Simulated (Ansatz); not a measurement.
SrVO₃: a scan of SCF settings

System: SrVO₃, an experimental structure (space group Pm-3m); the cell holds 5 atoms. Source: COD entry 1512119, which need not be the ambient phase.

```
CELL_PARAMETERS angstrom
3.84000 0.00000 0.00000
0.00000 3.84000 0.00000
0.00000 0.00000 3.84000
ATOMIC_POSITIONS crystal
Sr 0.50000 0.50000 0.50000
V 0.00000 0.00000 0.00000
O 0.50000 0.00000 0.00000
O 0.00000 0.50000 0.00000
O 0.00000 0.00000 0.50000
```

Site labels below count the atoms in this order, from 1.

Theory: DFT, PBE+U, PAW, plane waves, scalar-relativistic in Ansatz development build ahead of 0.2.0.

```json
{
 "Hubbard term (Dudarev form)": "U − J = 3.25 eV on V d, on Löwdin-orthonormalised all-electron atomic orbitals",
 "Plane-wave cutoff": "420 eV",
 "k-point mesh": "6×6×6 (Γ-centred)",
 "Occupations": "Gaussian smearing, 0.02 eV",
 "Valence electrons": "41",
 "Spin": "collinear, starting moments V2 2.00 μB"
}
```

Moments by site are taken inside atomic spheres; the rest lies between them.

The starting density is a sum of atomic densities. β is the mixing step of the charge; the magnetisation has a step of its own, which the program sets unless it is named.

A static U favours moments and orbital order; the result depends on U and need not be the measured state. With one magnetic atom in the cell its copies can only be parallel; orders in a larger cell may lie lower. Only one magnetic start was run, with no search, so the state need not be the lowest.

Launched as:
```sh
ansatz run input.yaml --threads 2 --pin off --max-ram 5120MiB --backend cpu --events-out ev --progress --plain --runs-dir out
```

Machine: 2 threads of Intel(R) Xeon(R) Platinum 8375C CPU @ 2.90GHz (Ice Lake), on a shared host.

Each row changes the named settings. The search for lower states is off throughout, and rows that name a mixer don't switch to direct minimisation unless they say so. “A, then B” is a new run with the settings A changed by B. Counts include iterations that the program adds to test a close or to solve more bands, and some failed runs stop two short of their limit.

```csv
settings,iteration limit,outcome,wall time (s),result against the default run
default SCF settings,default,converged in 14 iterations,7.9,reference
"Broyden, β 0.3, history 8, no preconditioner",70,converged in 16 iterations,4.9,the same free energy
2 bands beyond the filled ones,70,converged in 14 iterations,4.8,the same free energy
"linear mixing, β 0.9, no preconditioner",70,not converged after 70 iterations,85,cycles
"linear mixing, β 0.9, no preconditioner, then Kerker preconditioner added",70,not converged after 70 iterations,24,cycles
"linear mixing, β 0.9, no preconditioner, then β lowered to 0.225",70,converged in 42 iterations,8.6,the same free energy
"linear mixing, β 0.9, no preconditioner, then a switch to direct minimisation allowed after 20 iterations, with a limit of 70",70,converged in 69 iterations,200,the same free energy
"linear mixing, β 0.9, no preconditioner, then mixing history raised to 8",70,converged in 13 iterations,6.3,the same free energy
misspelt key scf.maxiter,default,input refused,0.03,"YAML parse error: error: line 25 column 3: unknown field `maxiter`, expected one of max_iter, algorithm, n_extra_bands, self_checks, convergence, lower_state_search, omitted_lower_state_checks, lower_solution_reach, mixing, [...]"
iteration limit 15,15,converged in 13 iterations,5.6,the same free energy
cutoff 120 eV,70,converged in 15 iterations,2.8,"free energy shifted by +36986 meV/atom, so these numbers say nothing of the material, pressure -40.3 GPa against 6.1, moments V2 0.67 μB against V2 0.93"
cutoff 600 eV,default,converged in 14 iterations,8.8,free energy shifted by -3.9 meV/atom
density-residual threshold 1e-4 eV,default,converged in 11 iterations,5.3,"the same free energy, the program's other tests kept it going past the loose threshold"
"Broyden, β 0.5, preconditioner Kerker scaled by the density of states",70,converged in 22 iterations,5.8,the same free energy
"Broyden, β 0.5, preconditioner Resta",70,converged in 14 iterations,4.9,"the same free energy, Resta's filter was dropped, as the levels read as a metal's, so the mixing went unfiltered"
```

With the default settings (MSR1 mixing, preconditioner Kerker) the run converges, spin-polarised, site moments V2 0.93 μB, total 1.00 μB per cell, no gap on the k-mesh. At the default threshold and band count the same state takes 13 iterations at best (“linear mixing, β 0.9, no preconditioner, then mixing history raised to 8”) and 69 at worst (“linear mixing, β 0.9, no preconditioner, then a switch to direct minimisation allowed after 20 iterations, with a limit of 70”). 3 of 15 runs gave no result.
